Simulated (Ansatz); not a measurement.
Sn₄Pd (space group Ccce)

```xyz
10
Lattice="3.2213 -5.7111 0.0000 3.2213 5.7111 0.0000 0.0000 0.0000 6.3977" Properties=species:S:1:pos:R:3 pbc="T T T"
Sn     2.1389     1.4380     2.1173
Sn     4.3037    -1.4380     2.1173
Sn     2.1389    -1.4380     4.2804
Sn     4.3037     1.4380     4.2804
Sn     1.0824    -1.4380     1.0816
Sn     5.3602     1.4380     1.0816
Sn     1.0824     1.4380     5.3162
Sn     5.3602    -1.4380     5.3162
Pd     3.2213     0.0000     0.0000
Pd     0.0000     0.0000     3.1989
```

The slice is a (010) plane (indices of the conventional cell) through the point (0.000, 0.000, 0.500) (fractional), spanned by u = [001] and v = [110] in vectors of this cell: u (6.40 Å) and v (6.44 Å, at 90° to u). It covers one period; positions are fractions (u, v).

The numbers are results of PBEsol (plane waves to 420 eV, PAW, scalar-relativistic; Ansatz, a program for electronic structure), not measurements. k mesh 8×8×8. Near the nuclei the fields are pseudised (PAW); where an atom keeps semicore shells as valence, they peak there. Sn4Pd is run without spin polarisation. Sn4Pd was relaxed with its symmetry unable to fall.

Three fields on this plane, each scaled to ten steps between its own extremes (0 low, 9 high; the total valence density on a logarithmic scale, the potential cut 8 eV below its top; x marks points blanked near nuclei; v = 0 in the bottom row):

Map A
```
|xxxxx96432110000000001123469xxxx|
|xxxxx85432211000000011223458xxxx|
|xxxx9754322111000001112234579xxx|
|xxx975433222111000111222334579xx|
|99875443332221111111222333445789|
|66554433333222211122223333344556|
|44433333333322222222233333333344|
|33333333333333333333333333333333|
|22222333333333444443333333332222|
|11222233333445566655443333322221|
|11112223334457899987544333222111|
|00111222334579xxxxx9754332221110|
|0001112234579xxxxxxx975432211100|
|000011223458xxxxxxxxx85432211000|
|000001123469xxxxxxxxx96432110000|
|00000112346xxxxxxxxxxx6432110000|
|000001123469xxxxxxxxx96432110000|
|000011223458xxxxxxxxx85432211000|
|0001112234579xxxxxxx975432211100|
|00111222334579xxxxx9754332221110|
|11112223334457899987544333222111|
|11222233333445566655443333322221|
|22222333333333444443333333332222|
|33333333333333333333333333333333|
|44433333333322222222233333333344|
|66554433333222211122223333344556|
|99875443332221111111222333445789|
|xxx975433222111000111222334579xx|
|xxxx9754322111000001112234579xxx|
|xxxxx85432211000000011223458xxxx|
|xxxxx96432110000000001123469xxxx|
|xxxxxx643211000000000112346xxxxx|
```

Map B
```
|xxxxx74565310000000001356547xxxx|
|xxxxx54676421000000012467645xxxx|
|xxxx7457875321000001235787547xxx|
|xxx745798754321000123457897547xx|
|76545799976543221223456799975456|
|34457999876655444445566789997544|
|56789999877777666667777789999876|
|77788888888888777778888888888877|
|66677777899998765678999987777766|
|44455667899975443445799987665544|
|12234567999754567654579997654322|
|00123457897547xxxxx7457987543210|
|0001235787547xxxxxxx745787532100|
|000012467645xxxxxxxxx54676421000|
|000001356547xxxxxxxxx74565310000|
|00000135653xxxxxxxxxxx3565310000|
|000001356547xxxxxxxxx74565310000|
|000012467645xxxxxxxxx54676421000|
|0001235787547xxxxxxx745787532100|
|00123457897547xxxxx7457987543210|
|12234567999754567654579997654322|
|44455667899975443445799987665544|
|66677777899998765678999987777766|
|77788888888888777778888888888877|
|56789999877777666667777789999876|
|34457999876655444445566789997544|
|76545799976543221223456799975456|
|xxx745798754321000123457897547xx|
|xxxx7457875321000001235787547xxx|
|xxxxx54676421000000012467645xxxx|
|xxxxx74565310000000001356547xxxx|
|xxxxxx356531000000000135653xxxxx|
```

Map C
```
|xxxxx05899888999999988899850xxxx|
|xxxxx16888888899999888888861xxxx|
|xxxx0478887778899988777888740xxx|
|xxx036787777778898877777787630xx|
|00146788776677889887766778876410|
|55677887766677889887766677887765|
|88888877766778899988776677788888|
|99888777777788899988877777778889|
|99887766777888888888887776677889|
|98877666778877655567788776667788|
|98877667788764100014678877667788|
|98877777787630xxxxx0367877777788|
|9988777888740xxxxxxx047888777889|
|999888888861xxxxxxxxx16888888899|
|999988899850xxxxxxxxx05899888999|
|99999999985xxxxxxxxxxx5899999999|
|999988899850xxxxxxxxx05899888999|
|999888888861xxxxxxxxx16888888899|
|9988777888740xxxxxxx047888777889|
|98877777787630xxxxx0367877777788|
|98877667788764100014678877667788|
|98877666778877655567788776667788|
|99887766777888888888887776677889|
|99888777777788899988877777778889|
|88888877766778899988776677788888|
|55677887766677889887766677887765|
|00146788776677889887766778876410|
|xxx036787777778898877777787630xx|
|xxxx0478887778899988777888740xxx|
|xxxxx16888888899999888888861xxxx|
|xxxxx05899888999999988899850xxxx|
|xxxxxx589999999999999999985xxxxx|
```

**Question.** Assign the maps to these fields: electron localisation function (ELF); valence electron density; electrostatic potential energy of an electron, from the cell's mean.

**Answer.** A is the valence electron density; B is the electron localisation function (ELF); C is the electrostatic potential energy of an electron, from the cell's mean.
